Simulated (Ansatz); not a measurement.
An Ansatz (a first-principles code) input:

Ansatz 0.2 input:
```yaml
crystal:
  lattice:
    - [0.0, 2.9984451418, 2.9984451418]
    - [2.9984451418, 0.0, 2.9984451418]
    - [2.9984451418, 2.9984451418, 0.0]
  atoms:
    - { symbol: Lu, position: [0.0, 0.0, 0.0] }
    - { symbol: Sb, position: [0.5, 0.5, 0.5] }
kpoints:
  mp_grid: { grid: [9, 9, 9] }
  band_path:
    path:
      - [[0.0, 0.0, 0.0], [0.5, 0.0, 0.5], [0.625, 0.25, 0.625]]  # Γ-X-U
      - [[0.375, 0.375, 0.75], [0.0, 0.0, 0.0], [0.5, 0.5, 0.5], [0.5, 0.25, 0.75], [0.5, 0.0, 0.5]]  # K-Γ-L-W-X
    npoints: 12
basis: { xc_grid: 2 }
hamiltonian:
  xc: pbesol
  pseudopotentials: { kind: paw }
magnetization: { noncollinear: true, spin_orbit: true }
scf:
  n_extra_bands: 12
  convergence: { dr2_threshold: 0.0000000001 }
  occupations: { method: gaussian, width: 0.05 }
output: { eigenvalues: true }
```

Task: How many symmetry operations and irreducible k-points will the run report?

Result: 48 operations, 35 of 729 k-points.

Task: With a cutoff of 420 eV, how many plane waves at Γ?

Result: 1067.

It took roughly 60 core-seconds on shared server cores.

Space group Fm-3m (rock salt). The workflow started from a Materials Project entry (that database holds measured and hypothetical structures alike); the Crystallography Open Database copy checked does not list it. Whether it is the stable phase at ambient conditions was not checked. The PBEsol relaxation kept the symmetry of its start; of distortions, only those at the zone centre were tested.

Potentials: the later of the program's two PAW sets.

Ansatz is a plane-wave DFT program.
